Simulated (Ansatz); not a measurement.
## Si3Ge (ordering on diamond) under strain

Si3Ge as one 4-atom ordering (P-4m2) on the diamond lattice, relaxed with r2SCAN in the PAW code Ansatz. It is tetragonal, P-4m2 (No. 115); conventional cell a = 3.888 Å, c = 5.484 Å, 20.72 Å³ an atom. Around Si lie 2 Si at 2.36 Å and 2 Ge at 2.39 Å; around Si lie 4 Si at 2.36 Å; around Ge lie 4 Si at 2.39 Å.

The axes x, y and z are those of this cell:
```xyz
4
Lattice="3.8881 0.0000 0.0000 0.0000 3.8881 0.0000 0.0000 0.0000 5.4837" Properties=species:S:1:pos:R:3 pbc="T T T"
Si    1.9440    0.0000    4.1395
Si    1.9440    1.9440    0.0000
Si    0.0000    1.9440    1.3442
Ge    0.0000    0.0000    2.7418
```

Unstrained: PBE gives an indirect gap of 0.381 eV, from Γ to M; the least direct gap is 0.634 eV at Γ. r2SCAN gives an indirect gap of 0.569 eV, from Γ to M; the least direct gap is 0.841 eV at Γ. With HSE06 the valence top lies at Γ and the conduction bottom at M, 0.950 eV higher; the smallest vertical gap, at Γ, is 1.222 eV. Meshes: PBE 6×6×6, r2SCAN 6×6×6, HSE06 4×4×4. Strains are changes of length per length. After each strain the atoms were relaxed again with r2SCAN within the symmetry that the strain leaves, so tilts or polar shifts that break it weren't tested; points keep the names that they have in the unstrained zone. Spin-unpolarised throughout. Whether this structure exists isn't addressed.

Changes of the least gap in eV (an overlap counts as a negative gap):

| strain | volume change (%) | space group | PBE | r2SCAN | HSE06 | energy rise, r2SCAN (meV/atom) |
| --- | --- | --- | --- | --- | --- | --- |
| epitaxial +4.55 % in the xy plane, free normal strain -3.40 % | +5.6 | P-4m2 | -0.437 | -0.511 | -0.576 | 42.7 |
| uniaxial -3.09 % along x | -3.1 | Pmm2 | -0.310 | -0.323 | -0.317 | 12.2 |

Epitaxial +4.55 % in the xy plane, free normal strain -3.40 %. PBE: gap 0.38 before, none (overlap 0.06) after (eV); it has closed. HSE06: the gap goes from 0.950 to 0.374 eV (-0.576 eV); the edges go from Γ → M to Γ → Γ–Z (0.39); with r2SCAN the top three valence levels at Γ, grouped 2+1 from the top over 26 meV, become 1+2 over 456 meV. Stress change with r2SCAN, compression positive: xx -6.80, yy -6.80, zz +0.01 GPa.

Uniaxial -3.09 % along x, other directions held. HSE06: the gap goes from 0.950 to 0.633 eV (-0.317 eV); with r2SCAN the top three valence levels at Γ, grouped 2+1 from the top over 26 meV, become 1+1+1 over 332 meV. Stress change with r2SCAN, compression positive: xx +6.28, yy +0.99, zz +1.90 GPa.

The runs are scalar-relativistic, without spin-orbit coupling.

Where an edge lies off the special points, it is a point of the mesh or the k point where a search put PBE's edge or least direct gap, reused for the other functionals, whose own edges may lie a little apart.

The meshes of the hybrids are coarse, so their gaps aren't converged to the digits shown.

The splittings at Γ are without spin-orbit coupling, which regroups them where it is of like size or larger.
